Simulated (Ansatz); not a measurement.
FeCo2 (P-3m1) at 2 levels of theory

One geometry, relaxed with PBE; plane waves with PAW potentials in Ansatz, scalar-relativistic. Collinear spin, ending at 5.8 μB a primitive cell. Gaps are the least over mesh and band path; pressure is positive in compression.

```cif
data_structure
_symmetry_space_group_name_H-M 'P 1'
_symmetry_Int_Tables_number 1
_cell_length_a 2.5087
_cell_length_b 2.5087
_cell_length_c 6.1827
_cell_angle_alpha 90.000
_cell_angle_beta 90.000
_cell_angle_gamma 120.000
_cell_volume 33.70
loop_
_atom_site_label
_atom_site_type_symbol
_atom_site_fract_x
_atom_site_fract_y
_atom_site_fract_z
_atom_site_occupancy
Fe1 Fe 0.00000 0.00000 0.50000 1
Co1 Co 0.66667 0.33333 0.83815 1
Co2 Co 0.33333 0.66667 0.16185 1
```

```tsv
level	cutoff (eV)	k mesh	gap (eV)	pressure (GPa)	largest moment (μB)
PBE	420	24×24×8	0	0.0	2.50
```

**Question.** What comes out on the same cell with PBEsol?

**Answer.**
| level | cutoff (eV) | k mesh | gap (eV) | pressure (GPa) | largest moment (μB) |
| --- | --- | --- | --- | --- | --- |
| PBEsol | 420 | 24×24×8 | 0 | -9.7 | 2.47 |

The structure comes from a generated guess; another structure or a mixture of phases may lie lower.
